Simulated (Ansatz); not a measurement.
Start of a relaxation of B₂As:

```yaml
crystal:
  lattice:
    - [2.61597, -1.47402, 0.00000]
    - [2.61597, 1.47402, 0.00000]
    - [-0.10844, 0.00000, 3.64732]
  atoms:
    - { symbol: B, position: [0.31769, 0.31769, 0.68403] }
    - { symbol: B, position: [0.68231, 0.68231, 0.31597] }
    - { symbol: As, position: [0.00000, 0.00000, 0.00000] }
```

The calculation used DFT PBE, scalar-relativistic, plane waves, PAW (Ansatz 0.2.0). Cutoff 420 eV, Gaussian smearing, Γ-centred meshes. Cell and atoms relax first on a coarse mesh and then on a finer one. In between, the cell is made exact in the group found at 0.06 Å. In metals the finer mesh still leaves noise of several meV/atom or more. The steps can't lower the symmetry of their start. No spin polarisation.

A guess keeps its type if space group and coordination stay and the shape of the cell changes little (axis ratios within about 15 %, angles within 6°); the volume may change.

**Question.** Does this structure survive the relaxation?

**Answer.** It doesn't keep its type. The symmetry stays C2/m (No. 12). The volume per atom grows by 28.4 %, from 9.4 to 12.0 Å³. The shortest distance goes from 2.05 Å (B–As) to 1.65 Å (B–B). Counting neighbours within 15 % of an atom's shortest distance, the start has As 6, B 5 and the end As 4, B 2. In detail, at the end B has 2 B at 1.65 Å, 1 As at 2.16 Å and 1 As at 2.29 Å; around As lie 2 B at 2.16 Å and 2 B at 2.29 Å.

```cif
data_structure
_symmetry_space_group_name_H-M 'P 1'
_symmetry_Int_Tables_number 1
_cell_length_a 3.8114
_cell_length_b 3.8114
_cell_length_c 3.3906
_cell_angle_alpha 90.572
_cell_angle_beta 90.572
_cell_angle_gamma 47.172
_cell_volume 36.12
loop_
_atom_site_label
_atom_site_type_symbol
_atom_site_fract_x
_atom_site_fract_y
_atom_site_fract_z
_atom_site_occupancy
B1 B 0.20549 0.20549 0.47946 1
B2 B 0.79451 0.79451 0.52054 1
As1 As 0.00000 0.00000 0.00000 1
```

The last run used a 16×16×14 mesh (in the run's order of axes) for its 3-atom cell and Gaussian smearing of 0.10 eV. An odd number of electrons in the primitive cell allows no gap without spin; a larger cell or a magnetic state could open one. The cell is a metal run without spin; a magnetic state may lie lower. Symmetry constrained the relaxation, so the result can be a saddle point.
